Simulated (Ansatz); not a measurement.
Ir (diamond, space group No. 227) under volume change, DFT-PBEsol in the program Ansatz with PAW potentials, scaled uniformly.

```
V (Å³/atom)  E − E(relaxed) (meV/atom)     P (GPa)
-----------  -------------------------  ----------
18.989                      (withheld)  (withheld)
19.615                            54.7       14.87
20.241                            12.9        6.78
20.867                             0.0        0.00
21.494                      (withheld)  (withheld)
22.120                            43.1      -10.41
22.746                            91.8      -14.36
```

**Question.** Some entries are withheld; supply them.

**Answer.** 
- 18.989, E − E(relaxed) (meV/atom): 131.1
- 18.989, P (GPa): 24.50
- 21.494, E − E(relaxed) (meV/atom): 11.4
- 21.494, P (GPa): -5.67

**Question.** What does a third-order Birch–Murnaghan fit give for V₀, B₀ and B′?

**Answer.** V₀ = 20.87 Å³/atom, B₀ = 206 GPa, B′ = 4.9.

Space group Fd-3m (diamond). The start of the workflow was typed in or built on a structure type; neither database checked (COD, Materials Project) lists it. It is not the phase usual at ambient conditions (space group No. 225). The PBEsol relaxation kept the symmetry of its start; of distortions, only those at the zone centre were tested. No spin polarisation was allowed. Spin–orbit coupling is left out wherever it is not named.

Potentials: the earlier of the program's two PAW sets.
